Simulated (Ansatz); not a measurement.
Values for one crystal, relaxed and computed with PBE (plane waves, PAW; program Ansatz); other levels are named.

```yaml
volume_per_atom: 9.62 Å³
band_gap: 4.46 eV (direct)
electron_effective_mass: 0.34 mₑ (isotropic)
Pressure derivative B′: 4.1
Hole effective mass, band 2 of 3 at the edge: 2.2 along [100], 2.2 along [110], 3.8 along [111] (mₑ)
Hole effective mass, band 3 of 3 at the edge: 0.38 along [100], 0.34 along [110], 0.33 along [111] (mₑ)
Hole effective mass, band 1 of 3 at the edge: 2.2 along [100], 6.0 along [110], 3.8 along [111] (mₑ)
```

Which of these materials gives this?
(A) AgCl, rock salt
(B) NaCl, rock salt
(C) MgO, rock salt
(D) Mg2Ge, anti-fluorite

C, MgO, rock salt

Space group Fm-3m (rock salt). The PBE relaxation kept the symmetry of its start.

Potentials: the later of the program's two PAW sets.
